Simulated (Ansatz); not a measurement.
CeO2 (fluorite)

```
CELL_PARAMETERS angstrom
      0.00000     2.69903     2.69903
      2.69903     0.00000     2.69903
      2.69903     2.69903     0.00000
ATOMIC_POSITIONS crystal
  Ce 0.00000 0.00000 0.00000
  O  0.25000 0.25000 0.25000
  O  0.75000 0.75000 0.75000
```

This relaxed cell (volume V₀) is scaled evenly in all directions, its shape held. Symmetry pins the atoms to their sites.

Method: PBEsol (plane waves to 420 eV, PAW, scalar-relativistic; Ansatz, a first-principles code). k mesh 11×11×11 (Γ-centred), Fermi-Dirac smearing 0.05 eV. Stress and pressure are positive under compression. CeO2 is run without spin polarisation. CeO2 was relaxed with its symmetry unable to fall. The filling of the f shell was not checked against other fillings, so treat energies with care.

At one point of the scan the stress tensor (GPa) is:

```
   19.3      0.0      0.0
    0.0     19.3      0.0
    0.0      0.0     19.3
```

Task: Which point is it?
A. V/V₀ = 0.893
B. V/V₀ = 0.867
C. V/V₀ = 0.947
D. V/V₀ = 0.920

Result: D, V/V₀ = 0.920

(A scan under strain: stresses follow from slopes of the energy per volume, elastic moduli from its curvatures.)
